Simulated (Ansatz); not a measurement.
Ansatz input file:

```yaml
crystal:
  lattice:
    - [3.9453409551, 0.0, 0.0]
    - [0.0, 3.9453409551, 0.0]
    - [0.0, 0.0, 3.9453409551]
  atoms:
    - { symbol: Na, position: [0.0, 0.0, 0.0] }
    - { symbol: Mg, position: [0.5, 0.5, 0.5] }
    - { symbol: F, position: [0.5, 0.5, 0.0] }
    - { symbol: F, position: [0.0, 0.5, 0.5] }
    - { symbol: F, position: [0.5, 0.0, 0.5] }
basis:
  ecutwfc: 420
kpoints:
  mp_grid: { grid: [6, 6, 6] }
hamiltonian:
  xc: pbesol
scf:
  occupations: { method: gaussian, width: 0.02 }
output:
  forces: true
  stress: true
  eigenvalues: true
```

Launched with
```bash
ansatz run input.yaml --threads 1 --pin off --max-ram 2560MiB --backend cpu --events-out ev --progress --plain --runs-dir out
```

These are results of Ansatz, DFT PBEsol, scalar-relativistic, plane waves, PAW, not measurements.

From the run's log, abridged (iterations and final results):

```
SCF iter   1: F=—  HF=-5796.812159 eV  |F-HF|=—  |Δ(HF+E_count)|=         —  Δρ=1.32e-2  dr2=6.49e-2  ethr=1.77e-3  ⟨swp⟩=6.2  Hψ=2241  notcnv=0
SCF iter   2: F=—  HF=-5796.792065 eV  |F-HF|=—  |Δ(HF+E_count)|=   2.01e-2  Δρ=2.29e-3  dr2=9.59e-4  ethr=1.62e-4  ⟨swp⟩=2.0  Hψ=996  notcnv=0  defer=19
SCF iter   3: F=—  HF=-5796.791781 eV  |F-HF|=—  |Δ(HF+E_count)|=   2.84e-4  Δρ=6.76e-4  dr2=1.56e-4  ethr=2.40e-6  ⟨swp⟩=2.0  Hψ=832  notcnv=0
automatic band count: iteration 3 solves 24 bands in place of 25: the levels show a gap, and the empty bands left out lie too high to hold charge; the band table lists the bands solved (type scf.n_extra_bands for more)
SCF iter   4: F=—  HF=-5796.791817 eV  |F-HF|=—  |Δ(HF+E_count)|=   3.62e-5  Δρ=1.83e-4  dr2=1.06e-5  ethr=3.91e-7  ⟨swp⟩=3.0  Hψ=940  notcnv=0
SCF iter   5: F=—  HF=-5796.791779 eV  |F-HF|=—  |Δ(HF+E_count)|=   3.78e-5  Δρ=3.50e-5  dr2=4.60e-7  ethr=2.65e-8  ⟨swp⟩=2.0  Hψ=858  notcnv=0
SCF iter   6: F=-5796.791779 eV  HF=-5796.791779 eV  |F-HF|=5.19e-8  |Δ(HF+E_count)|=   1.17e-7  Δρ=1.26e-5  dr2=7.80e-8  ethr=2.50e-10  ⟨swp⟩=5.0  Hψ=1977  notcnv=0
SCF 1 converged in 6 iterations: F = -5796.791779 eV  dr2 = 7.80e-8
SCF converged after 6 iterations
Free energy (F): -5796.791779 eV
Harris-Foulkes:  -5796.791779 eV  (|F-HF|=5.19e-8)
Internal energy: -5796.791779 eV  (E = F + TS)
E sigma→0 (E₀):  -5796.791779 eV
Fermi energy:    4.406502 eV
--- Per-component energies (eV) ---
  E_band       = -663.543853
  E_kinetic    = 819.293952
  E_local      = -4498.403243  (includes V_loc(G=0)·N_el)
  E_nonlocal   = 432.631278
  E_hartree    = 1619.757688
  E_xc         = -305.075790
  E_vxc        = -393.829544  (∫ρ·V_xc dr)
  E_paw        = -1115.625828  (= ΣΔE_a)
  E_vpaw       = -262.761348  (= ΣTr[D̂ρ^β])
  E_aug_tail   = 0.005917  (compensation charges beyond the density's cutoff)
  E_ewald      = -2749.616637
  E_core_change = 0.240884  (= ΣΔE_core)
  E_smearing   =  0.000000  (= −TS)
--- Forces (eV/Å), atoms counted from 1 ---
  atom   1  Na     0.00000000     0.00000000     0.00000000
  atom   2  Mg     0.00000000     0.00000000     0.00000000
  atom   3  F      0.00000000     0.00000000     0.00000000
  atom   4  F      0.00000000     0.00000000     0.00000000
  atom   5  F      0.00000000     0.00000000     0.00000000
--- Stress (GPa, compression-positive) ---
       -2.026108       0.000000       0.000000
        0.000000      -2.026108       0.000000
        0.000000       0.000000      -2.026108
  P = ⅓ Tr σ = -2.0261 GPa (-20.261 kbar)
--- Band table (eV; the first three rows and the last of 20) ---
  k-point 0: bands = ["-68.7007", "-46.5155", "-35.6601", "-35.6601", "-35.6601", "-18.6908", "-18.5841", "-18.5841", "-18.5841", "-17.9159", "-17.9159", "-1.1796", "-1.1796", "-1.1796", "0.8294", "0.8294", "0.8294", "1.0319", "1.0319", "1.0319", "7.3373", "14.6795", "14.8518", "14.8518"]
  k-point 1: bands = ["-68.7007", "-46.5155", "-35.6623", "-35.6601", "-35.6601", "-18.7181", "-18.5838", "-18.5838", "-18.5148", "-17.9421", "-17.9138", "-1.1376", "-1.1102", "-1.1102", "0.7500", "0.7652", "0.7652", "0.7784", "0.9941", "0.9941", "7.7998", "13.7814", "15.0333", "15.1765"]
  k-point 2: bands = ["-68.7006", "-46.5153", "-35.6667", "-35.6600", "-35.6600", "-18.7504", "-18.5830", "-18.5830", "-18.3709", "-18.0220", "-17.9096", "-0.9802", "-0.9458", "-0.9458", "0.1588", "0.5670", "0.5670", "0.6788", "0.9633", "0.9633", "8.9591", "12.1627", "15.7975", "15.9159"]
  k-point 19: bands = ["-68.7005", "-46.5147", "-35.6684", "-35.6684", "-35.6684", "-18.5931", "-18.5931", "-18.5931", "-18.0830", "-18.0830", "-18.0830", "-2.5350", "-0.7692", "-0.7692", "-0.7692", "0.3201", "0.3201", "1.4756", "1.4756", "1.4756", "11.7438", "14.1622", "14.1622", "14.1622"]
```

Self-consistency was reached.

It took 1.7 s on 1 thread of Arm Neoverse V2 (shared host), peak memory 0.3 GiB.